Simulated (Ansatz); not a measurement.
Structures of Al₂H: which is lowest?

Plane-wave DFT in Ansatz with scalar-relativistic PAW potentials, cutoff 420 eV, Γ-centred meshes chosen by cell and gap, Gaussian smearing with energies taken to zero width. Every cell was relaxed (cell and atoms) in a run of its own, within the symmetry of its start. Functional: PBE.

Relaxed structures (starts from databases or built by putting these elements on another compound's sites):
A. P6/mmm, 3 atoms in the computed cell, a = 4.514 Å, c = 2.663 Å; sites (symmetry × multiplicity) Al -6m2 × 2, H 6/mmm × 1; start: built
B. Cmcm, 6 atoms in the computed cell, a = 9.358 Å, b = 4.258 Å, c = 4.090 Å; sites (symmetry × multiplicity) Al ..m × 8, H m2m × 4; start: built
C. I4/mmm, 3 atoms in the computed cell, a = 3.758 Å, c = 7.961 Å; sites (symmetry × multiplicity) Al 4mm × 4, H 4/mmm × 2; start: built
D. Immm, 3 atoms in the computed cell, a = 2.797 Å, b = 4.900 Å, c = 6.326 Å; sites (symmetry × multiplicity) Al mm2 × 4, H mmm × 2; start: built

Rank them by energy. Could pressure change the order?

```csv
structure,group,E − E(lowest) (meV/atom),V (Å³/atom),gap on mesh (eV)
D,Immm,0.0,14.45,0.00
B,Cmcm,48,13.58,0.00
C,I4/mmm,139,18.74,0.00
A,P6/mmm,596,15.67,0.00
```

D is lowest, 48 meV/atom under B. B is denser by 0.87 Å³/atom, so pressure favours it: ΔE/ΔV, with ΔE in eV and 1 eV/Å³ = 160.2 GPa, gives about 9 GPa for equal enthalpy if both cells were rigid, a rough figure since the two compress differently. Other structures may lie lower than all of these, and vibrations aren't counted.